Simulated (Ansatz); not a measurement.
**Question.** Name crystals whose computed values (PBEsol (plane waves, PAW; program Ansatz)) fall in these windows: Θ_D (K) 630 to 790; electron conductivity mass (mₑ) 0.25 to 0.35.

**Answer.** 

```csv
crystal,Θ_D (K),electron conductivity mass (mₑ)
"MgAlNO, P3m1 (Al on 1b, Mg on 1c, O on 1b, N on 1c)",732,0.30
"MgO, P6_3/mmc (Mg on 2c, O on 2d)",677,0.35
```
Others may fit too.

Typed or built starts, not in the databases checked: MgAlNO, P3m1 (Al on 1b, Mg on 1c, O on 1b, N on 1c). Not the usual ambient phase: MgO, P6_3/mmc (Mg on 2c, O on 2d). All cells were relaxed under the symmetry of their starts (and spin orders); stability against distortions was not tested throughout.

Potentials: the earlier of the program's two PAW sets. The files were generated under PBE; for other functionals the program regenerates the frozen cores, and for LDA and PBEsol the local potential too.
